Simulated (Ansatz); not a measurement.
YTl3:
```
CELL_PARAMETERS angstrom
      4.67745     0.00000     0.00000
      0.00000     4.67745     0.00000
      0.00000     0.00000     4.67745
ATOMIC_POSITIONS crystal
  Tl 0.00000 0.50000 0.50000
  Tl 0.50000 0.00000 0.50000
  Tl 0.50000 0.50000 0.00000
  Y  0.00000 0.00000 0.00000
```

Relaxed with PBEsol. Special points in fractions of this cell's reciprocal vectors: Γ (0.000, 0.000, 0.000); X (0.000, 0.500, 0.000); M (0.500, 0.500, 0.000); R (0.500, 0.500, 0.500).

Problem. List the band energies nearest the Fermi level at these points for DFT-PBEsol with spin–orbit coupling in the program Ansatz with PAW potentials.

Solution. In eV from the Fermi level; about four levels below and three above (degenerate sets whole), none deeper than 8.9 eV; points with the same levels are listed once.

```csv
k,below,above
Γ,-1.72 -1.72 -1.72 -1.72 -1.14 -1.14,2.23 2.23 2.23 2.23
X,-0.92 -0.92 -0.61 -0.61,1.09 1.09 1.18 1.18
M,-0.29 -0.29 -0.19 -0.19,1.16 1.16 1.70 1.70
R,-2.50 -2.50 -2.50 -2.50 -1.98 -1.98,2.45 2.45 2.78 2.78 2.78 2.78
```

Space group Pm-3m (Cu3Au type). The workflow started from an entry of the Crystallography Open Database (COD). Whether it is the stable phase at ambient conditions was not checked. The PBEsol relaxation kept the symmetry of its start; whether a distortion lowers the energy is not shown. No spin polarisation was allowed.

Potentials: the later of the program's two PAW sets.
